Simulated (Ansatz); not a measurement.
LaGaO$_{3}$ (space group R-3c)

```yaml
crystal:
  lattice:
    - [2.73391, 1.57843, 4.38110]
    - [-2.73391, 1.57843, 4.38110]
    - [0.00000, -3.15685, 4.38110]
  atoms:
    - { symbol: La, position: [0.25000, 0.25000, 0.25000] }
    - { symbol: La, position: [0.75000, 0.75000, 0.75000] }
    - { symbol: Ga, position: [0.00000, 0.00000, 0.00000] }
    - { symbol: Ga, position: [0.50000, 0.50000, 0.50000] }
    - { symbol: O, position: [0.75000, 0.18772, 0.31228] }
    - { symbol: O, position: [0.25000, 0.81228, 0.68772] }
    - { symbol: O, position: [0.31228, 0.75000, 0.18772] }
    - { symbol: O, position: [0.68772, 0.25000, 0.81228] }
    - { symbol: O, position: [0.18772, 0.31228, 0.75000] }
    - { symbol: O, position: [0.81228, 0.68772, 0.25000] }
```

A phonon eigenvector at Γ is frozen into this cell: atom i moves by Q times the vector below, so Q is the largest atomic displacement, in Å. The cell is held.

```csv
atom,x,y,z
La1,0.000,0.000,1.000
La2,0.000,0.000,-1.000
O5,-0.124,-0.071,-0.183
O6,0.124,0.071,0.183
O7,0.124,-0.071,-0.183
O8,-0.124,0.071,0.183
O9,0.000,0.143,-0.183
O10,0.000,-0.143,0.183
```

Atoms not listed stay in place.

These are LDA (plane waves to 420 eV, PAW, scalar-relativistic; Ansatz, a first-principles code) values and carry that method's errors. k mesh 8×8×8 (Γ-centred), Fermi-Dirac smearing 0.05 eV. The energy includes the smearing's −TS. LaGaO3 is run without spin polarisation. LaGaO3 was relaxed with its symmetry unable to fall. This is one of several known forms of LaGaO3; the measured ambient cells at hand have space group No. 62. ΔE is measured from the undisplaced structure.

Question: Estimate the ΔE (meV/cell) and −dE/dQ from forces (eV/Å) for Q (Å) = -0.150, -0.090, -0.060, -0.030, 0.180.

Answer: 
| Q (Å) | ΔE (meV/cell) | −dE/dQ from forces (eV/Å) |
|---|---|---|
| -0.150 | 179.7 | 2.520 |
| -0.090 | 62.5 | 1.417 |
| -0.060 | 27.5 | 0.925 |
| -0.030 | 6.8 | 0.456 |
| 0.180 | 264.6 | -3.151 |

(A displaced cell: forces are minus the slopes of the energy, force constants its curvatures, and phonons follow from these.)
